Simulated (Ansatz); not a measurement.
# Data sheet: YNiGe$_{2}$ (DFT)

YNiGe2:
```yaml
crystal:
  lattice:
    - [2.04861, -8.32320, 0.00000]
    - [2.04861, 8.32320, 0.00000]
    - [0.00000, 0.00000, 4.12578]
  atoms:
    - { symbol: Y, position: [0.89214, 0.10786, 0.25000] }
    - { symbol: Y, position: [0.10786, 0.89214, 0.75000] }
    - { symbol: Ni, position: [0.67918, 0.32082, 0.25000] }
    - { symbol: Ni, position: [0.32082, 0.67918, 0.75000] }
    - { symbol: Ge, position: [0.54196, 0.45804, 0.25000] }
    - { symbol: Ge, position: [0.45804, 0.54196, 0.75000] }
    - { symbol: Ge, position: [0.25087, 0.74913, 0.25000] }
    - { symbol: Ge, position: [0.74913, 0.25087, 0.75000] }
```

Space group Cmcm (No. 63); conventional cell a = 4.0972 Å, b = 16.6464 Å, c = 4.1258 Å, α = 90.00°, β = 90.00°, γ = 90.00°.

Method: the program Ansatz at the r²SCAN level (PAW). The cell and atoms are relaxed at this level. Other levels are named where they apply.

**Cell and energy**

Volume per atom: 17.59 Å³
Density: 6.91 g/cm³
Formation energy from the elements (no fitted shifts): -0.76 eV/atom

**Electronic structure**

* **Electronic character**: metallic (no gap)
* **Density of states at the Fermi level**: 0.41 states/eV per atom (mean over ±0.08 eV)

The workflow started from a Materials Project entry (that database holds measured and hypothetical structures alike); the Crystallography Open Database copy checked does not list it. Its standing as an ambient phase is unchecked. Symmetry was held in the r²SCAN relaxation; whether a distortion lowers the energy is not shown. The run is not spin-polarised. The references are the lowest solids computed at this level, not always the standard phases. Scalar-relativistic: spin–orbit coupling is off unless named, which matters more the heavier the elements.

Potentials: the later of the program's two PAW sets.
